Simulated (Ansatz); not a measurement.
Ta2N (anti-CdI2 type), relaxed with LDA (Ansatz, a first-principles code, plane waves, PAW): a = b = 3.0595 Å, c = 4.7935 Å, α = β = 90.00°, γ = 120.00°.

| Item | Value |
|---|---|
| ΔH_f (eV/atom) | -1.04 |
| B₀ by P(V) fit (GPa) | 297 |

Problem. The same phase is relaxed and computed with r²SCAN in the same code. What are the cell and these values now?

Solution. a = b = 3.0749 Å, c = 4.8914 Å, α = β = 90.00°, γ = 120.00°.

* **ΔH_f (eV/atom)**: -0.91
* **B₀ by P(V) fit (GPa)**: 290

All cells were relaxed under the symmetry of their starts (and spin orders); stability against distortions was not tested throughout. Rows with no word on spin ran without spin polarisation. Scalar-relativistic: spin–orbit coupling is off unless named, which matters more the heavier the elements.

Potentials: the later of the program's two PAW sets.

Ansatz is a plane-wave DFT program.

Formation energies count from the lowest solids of the elements computed at the same level, not from gases.
